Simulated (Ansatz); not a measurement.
# CaO (Fm-3m): phonons

Level of theory: LDA, all-electron LAPW in Ansatz 0.2.0, scalar-relativistic.

The cell comes from a PAW relaxation under the same functional.

Launched as:

```sh
ansatz run input.yaml --threads 2 --pin off --max-ram 5120MiB --backend cpu --events-out ev --progress --plain --runs-dir out
```

Input file:

```yaml
crystal:
  lattice:
    - [0.0, 2.3539498127, 2.3539498127]
    - [2.3539498127, 0.0, 2.3539498127]
    - [2.3539498127, 2.3539498127, 0.0]
  atoms:
    - { symbol: Ca, position: [0.0, 0.0, 0.0] }
    - { symbol: O, position: [0.5, 0.5, 0.5] }
kpoints:
  mp_grid: { grid: [8, 8, 8] }
scf:
  occupations: { method: fixed }
hamiltonian:
  xc: lda
  pseudopotentials: { kind: all_electron, lapw: { basis_error: 0.001 } }
phonons:
  qmesh: [2, 2, 2]
  qpath:
    path:
      - [0.0, 0.0, 0.0]
      - [0.5, 0.0, 0.5]
      - [0.625, 0.25, 0.625]
      - [0.375, 0.375, 0.75]
      - [0.0, 0.0, 0.0]
      - [0.5, 0.5, 0.5]
      - [0.5, 0.25, 0.75]
      - [0.5, 0.0, 0.5]
    npoints: 6
  temperatures: { t_min: 0, t_max: 1000, t_step: 100 }
```

Output (shortened where marked):

```
Warning: RAYON_NUM_THREADS=2 ignored (pool sized by the plan → 2); use --threads N
LAPW: plane waves up to 8.461 Å⁻¹, error target 1.0e-3 eV per atom; small_component_spin mean_spin; O in spheres of 1.104 Å, 6 of its electrons in bands, Dirac shells []; Ca in spheres of 1.179 Å, 18 of its electrons in bands, ...
Engine: ansatz 0.2.0, x86_64-unknown-linux-gnu
Pseudopotentials: kind: all_electron
Pseudopotential: Ca, LAPW, valence charge 18, lapw/all_electron/scalar/gaussian/Ca, Koelling and Harmon's equation, gaussian nucleus
Pseudopotential: O, LAPW, valence charge 6, lapw/all_electron/scalar/gaussian/O, Koelling and Harmon's equation, gaussian nucleus
Functional definition: SPW92
  exchange = slater_x
  correlation = pw_c
davidson cushion auto → on  (no smearing: the cushion is to keep the highest requested band from converging to the state above it; pin scf.eigensolver.cushion to override)
Crystal: 4 atoms, lattice volume = 52.174 Å³
Basis set: ecut = 272.73665900412516 eV, 537 PW (Γ), FFT grids on a1, a2, −a1+a2+a3, exchange–correlation at level 2
Bands: 29, of which v1, the nominal top of the filled ones, is band 24 counted from 1 (23 counted from 0)
[... 109 lines left out ...]
  ASR residual: 3.075e-4 → 0.000e0 eV/Å²; symmetrization residual: 9.499e-4 eV/Å²
  largest component of a force at the reference: 8.4e-31 eV/Å
  ASR residual per site (eV/Å²): 1.07e-4 3.08e-4
  Γ frequencies (cm⁻¹): 0.00 0.00 0.00 290.83 290.83 290.83
--- Phonons (by wavevector): 3 wavevectors in 2 supercells ---
  supercell 1 (2 cells, vectors [1, 0, 0], [0, 1, -1], [0, 0, 2] in multiples of the cell's): 2 displaced members by 0.01 Å; free energy -41020.678697 eV; taken off its force constants: by the sum rule 2.5e-4, by the ...
  symmetry images taken by strict's conditions (phonons.symmetry_images: auto; settled by no image being taken that strict refuses)
  supercell 2 (2 cells, vectors [1, 0, 0], [0, 1, 0], [0, 0, 2] in multiples of the cell's): 2 displaced members by 0.01 Å; free energy -41020.678697 eV; taken off its force constants: by the sum rule 3.1e-4, by the ...
  symmetry images taken by strict's conditions (phonons.symmetry_images: auto; settled by no image being taken that strict refuses)
  q = [0.0000, 0.0000, 0.0000] (star 1, supercell 1; hermiticity 0.00e0, symmetrization 8.23e-5): -0.00 0.00 0.00 290.83 290.83 290.83
  q = [0.0000, 0.0000, -0.5000] (star 4, supercell 2; hermiticity 1.23e-16, symmetrization 7.44e-16): 189.62 189.62 324.09 324.09 383.62 485.95
  q = [0.0000, -0.5000, -0.5000] (star 3, supercell 1; hermiticity 1.50e-16, symmetrization 3.86e-16): 204.96 204.96 311.68 314.53 314.53 392.90
  joined force constants: q→R imaginary residual 1.27e-17
  density of states and harmonic sums: on the 24×24×24 q-mesh, interpolated from the force constants of a 2×2×2 supercell (no non-analytic term)
  largest difference from the sums on the solved wave vectors: F 4.58e-2 eV, S 7.81e-5 and C_V 3.23e-5 eV/K
```

The calculation finished and met its thresholds.

Harmonic thermodynamics:

Harmonic phonons of a crystal by Kohn-Sham DFT at the given cell, standard atomic masses, acoustic sum rule imposed; negative wavenumbers are unstable modes; sums over wave vectors interpolated from the q mesh.

```json
{
  "Zero point energy": "54.92 meV/atom"
}
```

```csv
temperature (K),phonon heat capacity (k_B/atom),phonon entropy (k_B/atom),phonon free energy (meV/atom)
100,0.9093,0.3673,54.1
200,2.073,1.412,46.5
300,2.524,2.352,30.13
400,2.717,3.108,6.49
500,2.814,3.726,-23.04
600,2.869,4.245,-57.45
700,2.903,4.69,-95.99
800,2.925,5.079,-138.1
900,2.941,5.424,-183.4
1000,2.952,5.735,-231.5
```

**Phonons on the q mesh**

One row a degenerate set, branches counted upwards.

- Unstable phonons: no

| point | q a (r.l.u.) | q b (r.l.u.) | q c (r.l.u.) | branch | phonon wavenumber (cm⁻¹) | degeneracy |
| --- | --- | --- | --- | --- | --- | --- |
| Gamma | 0 | 0 | 0 | 4 | 290.8 | 3 |
| L | 0.5 | 0 | 0 | 1 | 189.6 | 2 |
| L | 0.5 | 0 | 0 | 3 | 324.1 | 2 |
| L | 0.5 | 0 | 0 | 5 | 383.6 | 1 |
| L | 0.5 | 0 | 0 | 6 | 486 | 1 |
| X | 0.5 | 0.5 | 0 | 1 | 205 | 2 |
| X | 0.5 | 0.5 | 0 | 3 | 311.7 | 1 |
| X | 0.5 | 0.5 | 0 | 4 | 314.5 | 2 |
| X | 0.5 | 0.5 | 0 | 6 | 392.9 | 1 |

Zone-centre phonons:

Optical zone-centre levels upwards with Mulliken labels, activity, and the element with most of the kinetic energy.

```json
{
 "Point group": "m-3m"
}
```

```
number  phonon wavenumber (cm⁻¹)  label  infrared  raman  lead element
     1                     290.8    T1u       yes     no             O
```

Limits of these numbers: no LO-TO term in the interpolation; coarse q mesh; no LO-TO term at the zone centre.

It took 69 s on 2 threads of Intel(R) Xeon(R) Platinum 8488C (Sapphire Rapids), on a shared host, peak memory 0.52 GiB.
